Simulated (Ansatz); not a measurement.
Geometry optimisation in Ansatz: input, command and trajectory.

```yaml
crystal:
  lattice:
    - [4.8242198235, 2.7852646138, 3.8011788511]
    - [-4.8242198235, 2.7852646138, 3.8011788511]
    - [0.0, -5.5705292275, 3.8011788511]
  atoms:
    - { symbol: Mo, position: [0.2264720768, 0.4136397184, 0.5479185866] }
    - { symbol: Mo, position: [0.5479185866, 0.2264720768, 0.4136397184] }
    - { symbol: Mo, position: [0.4136397184, 0.5479185866, 0.2264720768] }
    - { symbol: Mo, position: [0.7735279232, 0.5863602816, 0.4520814134] }
    - { symbol: Mo, position: [0.4520814134, 0.7735279232, 0.5863602816] }
    - { symbol: Mo, position: [0.5863602816, 0.4520814134, 0.7735279232] }
    - { symbol: Se, position: [0.384444479, 0.1265482394, 0.7438688864] }
    - { symbol: Se, position: [0.7438688864, 0.384444479, 0.1265482394] }
    - { symbol: Se, position: [0.1265482394, 0.7438688864, 0.384444479] }
    - { symbol: Se, position: [0.615555521, 0.8734517606, 0.2561311136] }
    - { symbol: Se, position: [0.2561311136, 0.615555521, 0.8734517606] }
    - { symbol: Se, position: [0.8734517606, 0.2561311136, 0.615555521] }
    - { symbol: Se, position: [0.2183100895, 0.2183100895, 0.2183100895] }
    - { symbol: Se, position: [0.7816899105, 0.7816899105, 0.7816899105] }
basis:
  ecutwfc: 420
kpoints:
  mp_grid: { grid: [6, 6, 6] }
hamiltonian:
  xc: pbesol
scf:
  occupations: { method: gaussian, width: 0.1 }
output:
  forces: true
  stress: true
  eigenvalues: true
relax:
  adjacent_minimum: "off"
  f_tol: 0.01
  max_steps: 30
  cell: { stress_tol: 0.1, fix: [volume] }
```

```bash
ansatz run input.yaml --threads 4 --pin off --max-ram 10240MiB --backend cpu --events-out ev --progress --plain --runs-dir out
```

Method: DFT PBEsol, scalar-relativistic, plane waves, PAW (Ansatz 0.2.0).

The volume is held at 1.06 times that of the relaxed cell.

Of 6 frames 5 are shown, positions in Å and forces in eV/Å; the SCF threshold varies from step to step. Steps run on the plane waves of an earlier cell, with a Pulay correction in the pressure. The basis is chosen afresh for the last frame, the zero of the energies, and at times for earlier ones too; energy and pressure can step there, also at an unchanged geometry. Where two frames share a geometry here, they differ by under 2 meV/atom and 0.3 GPa.

```xyz
14
Lattice="4.8242 2.7853 3.8012 -4.8242 2.7853 3.8012 0.0000 -5.5705 3.8012" Properties=species:S:1:pos:R:3:forces:R:3 pbc="T T T" step=1 free_energy_over_end_meV_per_atom=5.11 pressure_GPa=-4.85
Mo   -0.9029   -1.2693    4.5159    0.1785    0.2535    0.1375
Mo    1.5507   -0.1473    4.5159   -0.3088    0.0279    0.1375
Mo   -0.6478    1.4166    4.5159    0.1302   -0.2813    0.1375
Mo    0.9029    1.2693    6.8876   -0.1785   -0.2535   -0.1375
Mo   -1.5507    0.1473    6.8876    0.3088   -0.0279   -0.1375
Mo    0.6478   -1.4166    6.8876   -0.1302    0.2813   -0.1375
Se    1.2441   -2.7205    4.7700   -0.0511    0.3278    0.0296
Se    1.7339    2.4377    4.7700   -0.2583   -0.2082    0.0296
Se   -2.9781    0.2828    4.7700    0.3095   -0.1196    0.0296
Se   -1.2441    2.7205    6.6336    0.0511   -0.3278   -0.0296
Se   -1.7339   -2.4377    6.6336    0.2583    0.2082   -0.0296
Se    2.9781   -0.2828    6.6336   -0.3095    0.1196   -0.0296
Se    0.0000    0.0000    2.4895    0.0000    0.0000    0.4723
Se    0.0000    0.0000    8.9140    0.0000    0.0000   -0.4723
14
Lattice="4.8307 2.7890 3.7910 -4.8307 2.7890 3.7910 0.0000 -5.5780 3.7910" Properties=species:S:1:pos:R:3:forces:R:3 pbc="T T T" step=2 free_energy_over_end_meV_per_atom=3.62 pressure_GPa=-0.02
Mo   -0.8663   -1.2604    4.5375   -0.0949   -0.2117   -0.0505
Mo    1.5247   -0.1201    4.5375    0.2308    0.0237   -0.0505
Mo   -0.6584    1.3804    4.5375   -0.1359    0.1881   -0.0505
Mo    0.8663    1.2604    6.8354    0.0949    0.2117    0.0505
Mo   -1.5247    0.1201    6.8354   -0.2308   -0.0237    0.0505
Mo    0.6584   -1.3804    6.8354    0.1359   -0.1881    0.0505
Se    1.2825   -2.6599    4.7392    0.0177   -0.3216    0.0457
Se    1.6623    2.4406    4.7392    0.2697    0.1762    0.0457
Se   -2.9448    0.2193    4.7392   -0.2874    0.1454    0.0457
Se   -1.2825    2.6599    6.6337   -0.0177    0.3216   -0.0457
Se   -1.6623   -2.4406    6.6337   -0.2697   -0.1762   -0.0457
Se    2.9448   -0.2193    6.6337    0.2874   -0.1454   -0.0457
Se    0.0000    0.0000    2.5438    0.0000    0.0000   -0.3837
Se    0.0000    0.0000    8.8291    0.0000    0.0000    0.3837
14
Lattice="4.8265 2.7866 3.7976 -4.8265 2.7866 3.7976 0.0000 -5.5732 3.7976" Properties=species:S:1:pos:R:3:forces:R:3 pbc="T T T" step=3 free_energy_over_end_meV_per_atom=0.04 pressure_GPa=-2.29
Mo   -0.8814   -1.2646    4.5323    0.0207    0.0202    0.0165
Mo    1.5359   -0.1311    4.5323   -0.0278    0.0079    0.0165
Mo   -0.6545    1.3957    4.5323    0.0071   -0.0280    0.0165
Mo    0.8814    1.2646    6.8604   -0.0207   -0.0202   -0.0165
Mo   -1.5359    0.1311    6.8604    0.0278   -0.0079   -0.0165
Mo    0.6545   -1.3957    6.8604   -0.0071    0.0280   -0.0165
Se    1.2659   -2.6894    4.7595   -0.0138   -0.0102    0.0189
Se    1.6962    2.4410    4.7595    0.0157   -0.0069    0.0189
Se   -2.9621    0.2484    4.7595   -0.0019    0.0170    0.0189
Se   -1.2659    2.6894    6.6333    0.0138    0.0102   -0.0189
Se   -1.6962   -2.4410    6.6333   -0.0157    0.0069   -0.0189
Se    2.9621   -0.2484    6.6333    0.0019   -0.0170   -0.0189
Se    0.0000    0.0000    2.5239    0.0000    0.0000    0.0110
Se    0.0000    0.0000    8.8688    0.0000    0.0000   -0.0110
14
Lattice="4.8242 2.7853 3.8011 -4.8242 2.7853 3.8011 0.0000 -5.5706 3.8011" Properties=species:S:1:pos:R:3:forces:R:3 pbc="T T T" step=4 free_energy_over_end_meV_per_atom=0.00 pressure_GPa=-2.25
Mo   -0.8808   -1.2637    4.5386    0.0077    0.0057    0.0112
Mo    1.5348   -0.1309    4.5386   -0.0087    0.0038    0.0112
Mo   -0.6540    1.3946    4.5386    0.0011   -0.0095    0.0112
Mo    0.8808    1.2637    6.8649   -0.0077   -0.0057   -0.0112
Mo   -1.5348    0.1309    6.8649    0.0087   -0.0038   -0.0112
Mo    0.6540   -1.3946    6.8649   -0.0011    0.0095   -0.0112
Se    1.2647   -2.6909    4.7666   -0.0026   -0.0051    0.0004
Se    1.6980    2.4407    4.7666    0.0057    0.0003    0.0004
Se   -2.9627    0.2501    4.7666   -0.0031    0.0047    0.0004
Se   -1.2647    2.6909    6.6369    0.0026    0.0051   -0.0004
Se   -1.6980   -2.4407    6.6369   -0.0057   -0.0003   -0.0004
Se    2.9627   -0.2501    6.6369    0.0031   -0.0047   -0.0004
Se    0.0000    0.0000    2.5311    0.0000    0.0000   -0.0137
Se    0.0000    0.0000    8.8723    0.0000    0.0000    0.0137
14
Lattice="4.8254 2.7860 3.7993 -4.8254 2.7860 3.7993 0.0000 -5.5719 3.7993" Properties=species:S:1:pos:R:3:forces:R:3 pbc="T T T" step=6 free_energy_over_end_meV_per_atom=0.00 pressure_GPa=-2.24
Mo   -0.8804   -1.2631    4.5374    0.0003   -0.0006   -0.0010
Mo    1.5341   -0.1309    4.5374    0.0004    0.0006   -0.0010
Mo   -0.6537    1.3940    4.5374   -0.0007    0.0000   -0.0010
Mo    0.8804    1.2631    6.8605   -0.0003    0.0006    0.0010
Mo   -1.5341    0.1309    6.8605   -0.0004   -0.0006    0.0010
Mo    0.6537   -1.3940    6.8605    0.0007    0.0000    0.0010
Se    1.2647   -2.6919    4.7631   -0.0046    0.0019    0.0047
Se    1.6989    2.4412    4.7631    0.0006   -0.0049    0.0047
Se   -2.9636    0.2507    4.7631    0.0039    0.0030    0.0047
Se   -1.2647    2.6919    6.6348    0.0046   -0.0019   -0.0047
Se   -1.6989   -2.4412    6.6348   -0.0006    0.0049   -0.0047
Se    2.9636   -0.2507    6.6348   -0.0039   -0.0030   -0.0047
Se    0.0000    0.0000    2.5282    0.0000    0.0000    0.0045
Se    0.0000    0.0000    8.8698    0.0000    0.0000   -0.0045
```

It took 2.9 min on 4 threads of Intel(R) Xeon(R) Platinum 8488C (Sapphire Rapids), with other jobs on the host, peak memory 1.9 GiB.